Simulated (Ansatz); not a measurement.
Q: Each is relaxed and computed with the program Ansatz at the r²SCAN level (PAW). Which is the only metal?
(A) B2CO, P-4m2 (B on 2g, C on 1a, O on 1c)
(B) Ti2AlC, P6_3/mmc (Ti on 4f, Al on 2d, C on 2a)
(C) YB3C3, Pm-3n (Y on 2a, B on 6d, C on 6c)
(D) TiO2, P3_121 (Ti on 3a, O on 6c)

A: B, Ti2AlC, P6_3/mmc (Ti on 4f, Al on 2d, C on 2a). Ti2AlC: metal; YB3C3: gap 0.36 eV (indirect); B2CO: gap 2.19 eV (indirect); TiO2: gap 4.06 eV (direct). Typed or built starts, not in the databases checked: YB3C3, Pm-3n (Y on 2a, B on 6d, C on 6c); B2CO, P-4m2 (B on 2g, C on 1a, O on 1c). Not the usual ambient phase: TiO2, P3_121 (Ti on 3a, O on 6c). Standing as an ambient phase not checked: Ti2AlC, P6_3/mmc (Ti on 4f, Al on 2d, C on 2a). Unstable at this level: TiO2, P3_121 (Ti on 3a, O on 6c). All cells were relaxed under the symmetry of their starts (and spin orders); stability against distortions was not tested throughout. Rows with no word on spin ran without spin polarisation. Scalar-relativistic: spin–orbit coupling is off unless named, which matters more the heavier the elements.

Potentials: the earlier of the program's two PAW sets.
